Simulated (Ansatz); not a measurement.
AlAs:
```
CELL_PARAMETERS angstrom
      0.00000     2.83727     2.83727
      2.83727     0.00000     2.83727
      2.83727     2.83727     0.00000
ATOMIC_POSITIONS crystal
  As 0.75000 0.75000 0.75000
  Al 0.00000 0.00000 0.00000
```

Tensor components refer to the Cartesian frame of this cell.

Task: Give the high-frequency dielectric tensor and the Born effective charge tensors of the independent atoms from DFPT, PBEsol in the plane-wave PAW code Ansatz.

Result: 
ε∞:
```
9.52  0.00  0.00
0.00  9.52  0.00
0.00  0.00  9.52
```
Z* of atom 1 (As), rows: field, columns: displacement, in e:
```
-2.16   0.00   0.00
 0.00  -2.16   0.00
 0.00   0.00  -2.16
```
Z* of atom 2 (Al), rows: field, columns: displacement, in e:
```
2.16  0.00  0.00
0.00  2.16  0.00
0.00  0.00  2.16
```

Space group F-43m (zinc blende). Symmetry was held in the PBEsol relaxation. Scalar-relativistic: spin–orbit coupling is off unless named, which matters more the heavier the elements.

Potentials: the later of the program's two PAW sets.
